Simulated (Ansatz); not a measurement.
Ansatz (a quantum-chemistry and plane-wave program) input:

Ansatz 0.2 input:
```yaml
crystal:
  lattice:
    - [-2.737048092, 2.737048092, 5.3712207286]
    - [2.737048092, -2.737048092, 5.3712207286]
    - [2.737048092, 2.737048092, -5.3712207286]
  atoms:
    - { symbol: Ge, position: [0.5, 0.5, 0.0] }
    - { symbol: Ge, position: [0.25, 0.75, 0.5] }
    - { symbol: Zn, position: [0.0, 0.0, 0.0] }
    - { symbol: Zn, position: [0.75, 0.25, 0.5] }
    - { symbol: P, position: [0.375, 0.3824446859, 0.5074446859] }
    - { symbol: P, position: [0.6175553141, 0.125, 0.9925553141] }
    - { symbol: P, position: [0.875, 0.8675553141, 0.4925553141] }
    - { symbol: P, position: [0.1324446859, 0.625, 0.0074446859] }
kpoints:
  mp_grid: { grid: [4, 4, 4] }
hamiltonian:
  xc: hse06
  pseudopotentials: { kind: paw }
magnetization: { noncollinear: true, spin_orbit: true }
scf:
  n_extra_bands: 16
  occupations: { method: gaussian, width: 0.02 }
output:
  eigenvalues: true
  eigenstates:
    e_range: [-9.0, 10.9]
    kpoints:
      - [0.0, 0.0, 0.0]  # VBM
      - [0.432292, -0.432292, 0.432292]  # CBM
      - [0.0, 0.0, 0.0]  # GAMMA
      - [0.5, 0.5, -0.5]  # M
      - [0.0, 0.0, 0.5]  # X
      - [0.25, 0.25, 0.25]  # P
      - [0.0, 0.5, 0.0]  # N
      - [-0.3149170634, 0.3149170634, 0.3149170634]  # S_0
      - [0.3149170634, 0.6850829366, -0.3149170634]  # S
      - [-0.1298341267, 0.1298341267, 0.5]  # R
      - [0.5, 0.5, -0.1298341267]  # G
```

Output (shortened):

```
Pseudopotential: Ge, paw_fr, valence charge 14
Pseudopotential: Zn, paw_fr, valence charge 12
Pseudopotential: P, paw_fr, valence charge 5
Functional definition: HSE06
non-collinear run that drives no moment, with spin-orbit …
Crystal: 8 atoms, lattice volume = 160.953 Å³
Basis set: ecut = 420 eV, 3105 PW (Γ)
Bands: 88, of which v1, the nominal top of the filled ones, is band 72 counted from 1 (71 counted from 0)
Symmetry: 8 space group operations + 8 with time reversal
k-points: 13 of 64 (time reversal used)
Projection manifold: j_resolved (fully-relativistic pseudo-atomic orbitals)
SCF iter   1: F=—  HF=-18253.426496 eV  |F-HF|=—  |Δ(HF+E_count)|=         —  Δρ=4.02e-2  dr2=2.97e0  dr2_m=0.00e0 (ungated)  ethr=1.00e-1  |M|=0.00e0 ∫|m|=0.00e0 μB  |m|>n=0.0e0 m-floor=0.0e0 τ_xc=0.0e0  β_m=0.30  ⟨swp⟩=5.1  Hψ=4232  notcnv=0
preconditioner: auto → none
SCF iter   2: F=—  HF=-18252.964629 eV  |F-HF|=—  |Δ(HF+E_count)|=   4.62e-1  Δρ=2.45e-2  dr2=7.18e-1  dr2_m=0.00e0 (ungated)  ethr=4.13e-3  |M|=0.00e0 ∫|m|=0.00e0 μB  |m|>n=0.0e0 m-floor=0.0e0 τ_xc=0.0e0  β_m=0.40  ⟨swp⟩=4.8  Hψ=2870  notcnv=0  defer=3
SCF iter   3: F=—  HF=-18252.904869 eV  |F-HF|=—  |Δ(HF+E_count)|=   5.98e-2  Δρ=1.11e-2  dr2=1.29e-1  dr2_m=0.00e0 (ungated)  ethr=9.97e-4  |M|=0.00e0 ∫|m|=0.00e0 μB  |m|>n=0.0e0 m-floor=0.0e0 τ_xc=0.0e0  β_m=0.46  ⟨swp⟩=3.9  Hψ=2574  notcnv=0  defer=6
SCF iter   4: F=—  HF=-18252.900259 eV  |F-HF|=—  |Δ(HF+E_count)|=   4.61e-3  Δρ=3.61e-3  dr2=1.34e-2  dr2_m=0.00e0 (ungated)  ethr=1.79e-4  |M|=0.00e0 ∫|m|=0.00e0 μB  |m|>n=0.0e0 m-floor=0.0e0 τ_xc=0.0e0  β_m=0.46  ⟨swp⟩=4.8  Hψ=3010  notcnv=0  defer=8
iter 5 solved again at ethr=6.01e-7 eV; its pass at ethr=1.86e-5 eV (dr2=4.33e-4 eV) is discarded
SCF iter   5: F=—  HF=-18252.900028 eV  |F-HF|=—  |Δ(HF+E_count)|=   2.32e-4  Δρ=8.24e-4  dr2=4.53e-4  dr2_m=0.00e0 (ungated)  ethr=6.01e-7  |M|=0.00e0 ∫|m|=0.00e0 μB  |m|>n=0.0e0 m-floor=0.0e0 τ_xc=0.0e0  β_m=0.47  ⟨swp⟩=4.1  Hψ=5665  notcnv=0  defer=8
SCF iter   6: F=-18252.900048 eV  HF=-18252.900033 eV  |F-HF|=1.44e-5  |Δ(HF+E_count)|=   5.76e-6  Δρ=3.05e-4  dr2=6.94e-5  dr2_m=0.00e0 (ungated)  ethr=6.01e-7  |M|=0.00e0 ∫|m|=0.00e0 μB  |m|>n=0.0e0 m-floor=0.0e0 τ_xc=0.0e0  ⟨swp⟩=4.3  Hψ=2884  notcnv=0  defer=8
SCF 1 stopped early in 6 iterations: F = -18252.900048 eV  dr2 = 6.94e-5
Crystal: 8 atoms, lattice volume = 160.953 Å³
Projection manifold: j_resolved (fully-relativistic pseudo-atomic orbitals)
Exchange kernel: α = 0.2500, screened, ω = 0.2079 Å⁻¹, Wigner–Seitz truncation, v(0) = 1046.5281 eV·Å³, q-mesh 4×4×4, nearest image of the exchange supercell L …
Frozen-core exchange: fock
SCF iter   1: F=—  HF=-18253.828206 eV  |F-HF|=—  |Δ(HF+E_count)|=         —  Δρ=1.79e-2  dr2=2.81e-1  dr2_m=0.00e0 (ungated)  ethr=9.63e-7  |M|=0.00e0 ∫|m|=0.00e0 μB  |m|>n=0.0e0 m-floor=0.0e0 τ_xc=0.0e0  β_m=0.30  ⟨swp⟩=9.5  Hψ=6542  notcnv=0
preconditioner: auto → none
SCF iter   2: F=—  HF=-18253.732783 eV  |F-HF|=—  |Δ(HF+E_count)|=   9.54e-2  Δρ=6.59e-3  dr2=3.00e-2  dr2_m=0.00e0 (ungated)  ethr=9.63e-7  |M|=0.00e0 ∫|m|=0.00e0 μB  |m|>n=0.0e0 m-floor=0.0e0 τ_xc=0.0e0  β_m=0.36  ⟨swp⟩=5.0  Hψ=4886  notcnv=0
SCF iter   3: F=—  HF=-18253.763017 eV  |F-HF|=—  |Δ(HF+E_count)|=   3.02e-2  Δρ=4.23e-3  dr2=1.20e-2  dr2_m=0.00e0 (ungated)  ethr=9.63e-7  |M|=0.00e0 ∫|m|=0.00e0 μB  |m|>n=0.0e0 m-floor=0.0e0 τ_xc=0.0e0  β_m=0.36  ⟨swp⟩=5.0  Hψ=4273  notcnv=0
SCF iter   4: F=—  HF=-18253.761478 eV  |F-HF|=—  |Δ(HF+E_count)|=   1.54e-3  Δρ=1.83e-3  dr2=2.77e-3  dr2_m=0.00e0 (ungated)  ethr=9.63e-7  |M|=0.00e0 ∫|m|=0.00e0 μB  |m|>n=0.0e0 m-floor=0.0e0 τ_xc=0.0e0  β_m=0.57  ⟨swp⟩=4.0  Hψ=3265  notcnv=0
SCF iter   5: F=—  HF=-18253.761359 eV  |F-HF|=—  |Δ(HF+E_count)|=   1.18e-4  Δρ=1.71e-4  dr2=1.36e-4  dr2_m=0.00e0 (ungated)  ethr=9.63e-7  |M|=0.00e0 ∫|m|=0.00e0 μB  |m|>n=0.0e0 m-floor=0.0e0 τ_xc=0.0e0  β_m=0.58  ⟨swp⟩=3.0  Hψ=2189  notcnv=0
SCF iter   6: F=—  HF=-18253.762146 eV  |F-HF|=—  |Δ(HF+E_count)|=   7.87e-4  Δρ=1.53e-4  dr2=6.72e-5  dr2_m=0.00e0 (ungated)  ethr=3.81e-8  |M|=0.00e0 ∫|m|=0.00e0 μB  |m|>n=0.0e0 m-floor=0.0e0 τ_xc=0.0e0  β_m=0.58  ⟨swp⟩=5.0  Hψ=3898  notcnv=0
SCF iter   7: F=-18253.762117 eV  HF=-18253.762118 eV  |F-HF|=1.28e-6  |Δ(HF+E_count)|=   2.81e-5  Δρ=2.96e-5  dr2=5.13e-6  dr2_m=0.00e0 (ungated)  ethr=3.81e-8  |M|=0.00e0 ∫|m|=0.00e0 μB  |m|>n=0.0e0 m-floor=0.0e0 τ_xc=0.0e0  ⟨swp⟩=4.0  Hψ=3268  notcnv=0
SCF 2 stopped early in 7 iterations: F = -18253.762117 eV  dr2 = 5.13e-6
hybrid outer 1: dexx = +3.912e-2 eV, tail = 1.42e-4 eV
Crystal: 8 atoms, lattice volume = 160.953 Å³
Projection manifold: j_resolved (fully-relativistic pseudo-atomic orbitals)
Exchange kernel: α = 0.2500, screened, ω = 0.2079 Å⁻¹, Wigner–Seitz truncation, v(0) = 1046.5281 eV·Å³, q-mesh 4×4×4, nearest image of the exchange supercell L …
Frozen-core exchange: fock
SCF iter   1: F=—  HF=-18253.761605 eV  |F-HF|=—  |Δ(HF+E_count)|=         —  Δρ=9.27e-5  dr2=9.86e-6  dr2_m=0.00e0 (ungated)  ethr=9.86e-7  |M|=0.00e0 ∫|m|=0.00e0 μB  |m|>n=0.0e0 m-floor=0.0e0 τ_xc=0.0e0  β_m=0.30  ⟨swp⟩=6.1  Hψ=2722  notcnv=0
preconditioner: auto → none
SCF iter   2: F=—  HF=-18253.761605 eV  |F-HF|=—  |Δ(HF+E_count)|=   7.15e-7  Δρ=2.72e-5  dr2=1.52e-6  dr2_m=0.00e0 (ungated)  ethr=1.13e-8  |M|=0.00e0 ∫|m|=0.00e0 μB  |m|>n=0.0e0 m-floor=0.0e0 τ_xc=0.0e0  β_m=0.33  ⟨swp⟩=4.0  Hψ=3514  notcnv=0
SCF iter   3: F=—  HF=-18253.761609 eV  |F-HF|=—  |Δ(HF+E_count)|=   3.88e-6  Δρ=2.78e-5  dr2=6.68e-7  dr2_m=0.00e0 (ungated)  ethr=1.33e-9  |M|=0.00e0 ∫|m|=0.00e0 μB  |m|>n=0.0e0 m-floor=0.0e0 τ_xc=0.0e0  β_m=0.33  ⟨swp⟩=4.5  Hψ=3655  notcnv=0  defer=2
SCF iter   4: F=—  HF=-18253.761609 eV  |F-HF|=—  |Δ(HF+E_count)|=   1.65e-7  Δρ=1.48e-5  dr2=1.99e-7  dr2_m=0.00e0 (ungated)  ethr=8.47e-10  |M|=0.00e0 ∫|m|=0.00e0 μB  |m|>n=0.0e0 m-floor=0.0e0 τ_xc=0.0e0  β_m=0.54  ⟨swp⟩=2.8  Hψ=2137  notcnv=0
iter 5 solved again at ethr=1.78e-11 eV; its pass at ethr=1.95e-10 eV (dr2=1.28e-8 eV) is discarded
SCF iter   5: F=-18253.761609 eV  HF=-18253.761609 eV  |F-HF|=9.67e-9  |Δ(HF+E_count)|=   2.38e-8  Δρ=3.67e-6  dr2=3.27e-8  dr2_m=0.00e0 (ungated)  ethr=1.78e-11  |M|=0.00e0 ∫|m|=0.00e0 μB  |m|>n=0.0e0 m-floor=0.0e0 τ_xc=0.0e0  ⟨swp⟩=3.8  Hψ=5033  notcnv=0
SCF 3 converged in 5 iterations: F = -18253.761609 eV  dr2 = 3.27e-8
hybrid outer 2: dexx = +4.082e-6 eV, tail = 1.41e-7 eV, Δε = 3.18e-3 eV (about 1.26e-4 eV left of the loop's levels)
NSCF: frozen V_eff on 11 k-points
hybrid SCF converged: 2 outer / 12 inner (+6 warm-up), last move |dexx| = 4.08e-6 eV, tail = 1.41e-7 eV
Stability not checked (fock_operator)
Magnetization: |M| = 0.0000 μB,  M = (+0.0000, +0.0000, +0.0000) μB
Absolute magnetization: 0.0000 μB (∫|m|)
  site 0: m = (+0.0000, +0.0000, +0.0000) μB, |m| = 0.0000 μB  (R = 0.96 Å)
  site 1: m = (+0.0000, +0.0000, +0.0000) μB, |m| = 0.0000 μB  (R = 0.96 Å)
  site 2: m = (+0.0000, +0.0000, +0.0000) μB, |m| = 0.0000 μB  (R = 0.98 Å)
  site 3: m = (+0.0000, +0.0000, +0.0000) μB, |m| = 0.0000 μB  (R = 0.98 Å)
  site 4: m = (+0.0000, +0.0000, +0.0000) μB, |m| = 0.0000 μB  (R = 0.96 Å)
  site 5: m = (+0.0000, +0.0000, +0.0000) μB, |m| = 0.0000 μB  (R = 0.96 Å)
  site 6: m = (+0.0000, +0.0000, +0.0000) μB, |m| = 0.0000 μB  (R = 0.96 Å)
  site 7: m = (+0.0000, +0.0000, +0.0000) μB, |m| = 0.0000 μB  (R = 0.96 Å)
Free energy (F): -18253.761608 eV
Frozen-core exchange: fock
Harris-Foulkes:  -18253.761608 eV  (|F-HF|=9.67e-9)
Internal energy: -18253.761608 eV  (E = F + TS)
E sigma→0 (E₀):  -18253.761608 eV
Fermi energy:    7.836206 eV
--- Per-component energies (eV) ---
  E_band       = -427.586701
  E_kinetic    = 762.132958
  E_local      = -9306.317810  (includes V_loc(G=0)·N_el)
  E_nonlocal   = 2207.368737
  E_hartree    = 4003.615890
  E_xc         = -539.971761
  E_vxc        = -384.692410  (∫ρ·V_xc dr)
  E_exx        = -224.801379  (= α·E_x^exact, valence–valence)
  E_paw        = -9886.405012  (= ΣΔE_a)
  E_vpaw       = -1263.696423  (= ΣTr[D̂ρ^β])
  E_aug_tail   = -0.000112  (compensation charges beyond the density's cutoff)
  E_ewald      = -5269.635145
  E_core_change = 0.252025  (= ΣΔE_core)
  E_smearing   =  0.000000  (= −TS)
  E_closure    =  0.000000  (closes the sum)
  Σ components = -18253.761608   (vs F -18253.761608, Δ=0.00e0)
  [band-id]    e_kinetic+e_local+e_nonlocal+2·e_hartree+e_vxc+2·e_exx+e_vpaw+e_augmentation_tail = -427.576037   (vs E_band -427.586701, Δ=1.07e-2)
--- Band table (eV; the first three rows and the last of 13) ---
  k-point 0: bands = ["-21.4688", "-21.4688", "-21.4663", "-21.4663", "-21.4660", "-21.4660", "-21.4610", "-21.4610", "-20.8824", "-20.8824", "-20.8772", "-20.8772", "-20.8593", "-20.8593", "-20.8574", "-20.8574", "-20.8556", "-20.8556", "-20.8529", …
  k-point 1: bands = ["-21.4689", "-21.4681", "-21.4673", "-21.4666", "-21.4651", "-21.4647", "-21.4618", "-21.4615", "-20.8827", "-20.8805", "-20.8791", "-20.8767", "-20.8601", "-20.8589", "-20.8588", "-20.8577", "-20.8546", "-20.8545", "-20.8530", …
  k-point 2: bands = ["-21.4683", "-21.4683", "-21.4672", "-21.4672", "-21.4635", "-21.4635", "-21.4630", "-21.4630", "-20.8813", "-20.8813", "-20.8779", "-20.8779", "-20.8602", "-20.8602", "-20.8584", "-20.8584", "-20.8535", "-20.8535", "-20.8534", …
  k-point 12: bands = ["-21.4679", "-21.4679", "-21.4679", "-21.4679", "-21.4631", "-21.4631", "-21.4631", "-21.4631", "-20.8800", "-20.8800", "-20.8800", "-20.8800", "-20.8587", "-20.8587", "-20.8587", "-20.8587", "-20.8537", "-20.8537", "-20.8537", …
```

Cost: roughly 60 core-minutes on shared cores.

The points marked VBM and CBM come from a semilocal run.

Space group I-42d (chalcopyrite). The cell was relaxed with HSE06 under the symmetry of its start.

Potentials: the later of the program's two PAW sets.

Ansatz is a plane-wave DFT program.
